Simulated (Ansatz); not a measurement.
Elastic constants of CdSi$_{2}$: input and output

Method: DFT PBE, scalar-relativistic, plane waves, PAW (Ansatz 0.2.0).

It can be run as:
```bash
ansatz run input.yaml --threads 1 --pin off --backend cpu --events-out ev --progress --plain --runs-dir out  # memory cap (--max-ram) not shown
```

Input (bare energies are in eV):
```yaml
crystal:
  lattice:
    - [3.7523754671, 0.0, 0.0]
    - [-1.8761877335, 3.249652479, 0.0]
    - [0.0, 0.0, 4.96660471]
  atoms:
    - { symbol: Cd, position: [0.0, 0.0, 0.0] }
    - { symbol: Si, position: [0.3333333333, 0.6666666667, 0.4022773174] }
    - { symbol: Si, position: [0.6666666667, 0.3333333333, 0.5977226826] }
basis:
  ecutwfc: 420
kpoints:
  mp_grid: { grid: [15, 15, 8] }
hamiltonian:
  xc: pbe
scf:
  occupations: { method: fermi_dirac, width: 0.15 }
output:
  forces: true
  stress: true
  eigenvalues: true
elastic:
  mode: relaxed_ion
  amplitude: 0.005
  stencil: two_point
```

From the output:
```
--- Elastic constants: 3 strain directions × 2 members + reference (group order 12) ---
  dense FFT box of the reference and of every strained cell: 27×27×36
  strains applied: 11, 33, 23; error gains: componentwise 1.00 (the most a stress slope's error grows in a printed constant), spectral 1.41 (1 for all six strains in a standard setting)
  reference relaxed by the batch: 2 steps; max|allowed force component| 6.49e-5 eV/Å at the deck's positions, 2.75e-5 at the last accepted step, 2.75e-5 by the solve of record
  largest displacement 3.9e-6 Å; the constants are those of the deck's cell at these positions:
  atoms:
    - { symbol: Cd, position: [-9.038649646969927e-37, 2.4694050066437362e-36, -5.684855796615902e-23] }
    - { symbol: Si, position: [0.33333333333333326, 0.6666666666666665, 0.4022765387416343] }
    - { symbol: Si, position: [0.6666666666666666, 0.3333333333333332, 0.5977234612583658] }
  C = ∂σ_k/∂η_j (tension-positive GPa; Voigt order 11 22 33 23 13 12):
       120.741     45.109     25.873      4.615      0.000     -0.000
        45.109    120.741     25.873     -4.615     -0.000      0.000
        25.889     25.889     82.012     -0.000     -0.000      0.000
         4.605     -4.605     -0.000     14.163      0.000     -0.000
         0.000     -0.000      0.000      0.000     14.163      4.605
         0.000     -0.000     -0.000     -0.000      4.615     37.816
  reference stress σ⁰ (GPa):      0.001      0.001      0.001     -0.000     -0.000      0.000
  C* (energy form; C + prestress term) asymmetry max|C*_kj − C*_jk| = 1.607e-2 GPa — a small one proves nothing (zero by symmetry where the batch's group is 432, −43m or m−3m); a large one is finite-difference/SCF noise where every solve ...
  moduli (Voigt/Reuss/Hill, GPa): K = 57.47/54.17/55.82   G = 28.34/21.72/25.03   E = 65.32   ν = 0.305
  mechanically stable: yes (min eigenvalue of sym C = 13.30 GPa)
  strain η (Voigt 11):  stress-route row diagonal C_11 = 120.74 GPa, energy-path curvature d²(F+E_count+ΔE)/dδ²/Ω₀ = 120.79 GPa
         δ    σ_11 (GPa) F (eV) n_scf n_hpsi n_pw
    -5.000e-3      -0.6098       -9525.3090486      10  172913   1199   relax 4 steps, max|allowed force component| 1.32e-6 eV/Å
     5.000e-3       0.5976       -9525.3090561      10  172576   1211   relax 3 steps, max|allowed force component| 2.53e-6 eV/Å
  strain η (Voigt 33):  stress-route row diagonal C_33 = 82.01 GPa, energy-path curvature d²(F+E_count+ΔE)/dδ²/Ω₀ = 82.02 GPa
         δ    σ_33 (GPa) F (eV) n_scf n_hpsi n_pw
    -5.000e-3      -0.4157       -9525.3092307      10   67977   1195   relax 3 steps, max|allowed force component| 1.04e-6 eV/Å
     5.000e-3       0.4044       -9525.3092381      10   69034   1206   relax 3 steps, max|allowed force component| 2.07e-6 eV/Å
  strain η (Voigt 23):  stress-route row diagonal C_44 = 14.16 GPa, energy-path curvature d²(F+E_count+ΔE)/dδ²/Ω₀ = 14.17 GPa
         δ    σ_23 (GPa) F (eV) n_scf n_hpsi n_pw
    -5.000e-3      -0.0695       -9525.3095557      10  172918   1205   relax 4 steps, max|allowed force component| 2.77e-7 eV/Å
     5.000e-3       0.0722       -9525.3095542      10  172997   1205   relax 3 steps, max|allowed force component| 5.77e-6 eV/Å
```

The cell was built by swapping an element in a database structure (itself possibly hypothetical) and relaxing; it need not be the stable form of this composition. In a metal, frequencies and elastic constants depend on the k mesh and the smearing, soft modes and shear constants most.

The least eigenvalue is 13.3 GPa; in a metal on this mesh the verdict on stability isn't firm within about 20 GPa or a tenth of the bulk modulus.